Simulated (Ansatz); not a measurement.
NbZn3: pressure against volume

A database entry relaxed whole under r2SCAN (Pm-3m):

```yaml
crystal:
  lattice:
    - [3.90261, 0.00000, 0.00000]
    - [0.00000, 3.90261, 0.00000]
    - [0.00000, 0.00000, 3.90261]
  atoms:
    - { symbol: Nb, position: [0.00000, 0.00000, 0.00000] }
    - { symbol: Zn, position: [0.00000, 0.50000, 0.50000] }
    - { symbol: Zn, position: [0.50000, 0.00000, 0.50000] }
    - { symbol: Zn, position: [0.50000, 0.50000, 0.00000] }
```

The cell was scaled uniformly, its shape held, and the atoms relaxed at each volume with plane-wave PAW DFT (Ansatz 0.2.0; r2SCAN, 500 eV, 9×9×9 Γ-centred mesh, fermi-dirac occupations of width 0.100 eV; no spin, no spin-orbit coupling). One row is withheld.

| volume (Å³/atom) | energy over the lowest (meV/atom) | pressure (GPa) |
| --- | --- | --- |
| 13.968 | 24.7 | 9.66 |
| 14.265 | 10.4 | 6.05 |
| 14.562 | ? | ? |
| 14.860 | 0.0 | -0.06 |
| 15.157 | 2.7 | -2.63 |
| 15.454 | 9.9 | -4.93 |
| 15.751 | 21.2 | -6.99 |

**Question.** Fit the pressures of the other rows to the third-order Birch-Murnaghan form.

**Answer.** With f = [(V₀/V)^(2/3) − 1]/2 and P = 3B₀f(1 + 2f)^(5/2)[1 + 3(B₀′ − 4)f/2], least squares gives V₀ = 14.85 Å³ an atom, B₀ = 136 GPa and B₀′ = 4.6; the rows miss the fit by less than 0.01 GPa. The slope of the energies differs from these pressures by 0.09 GPa, since they are taken to zero smearing while pressures follow the free energy.

**Question.** What does the withheld row hold?

**Answer.** The fit gives 2.82 GPa at 14.562 Å³; the run gave 2.82 GPa and 2.3 meV an atom.

Caveats: the shape of the cell was held; 0 K, fixed nuclei; the symmetry was kept, and this need not be the phase that is stable at 0 K; one mesh for all volumes; pressure is positive in compression.
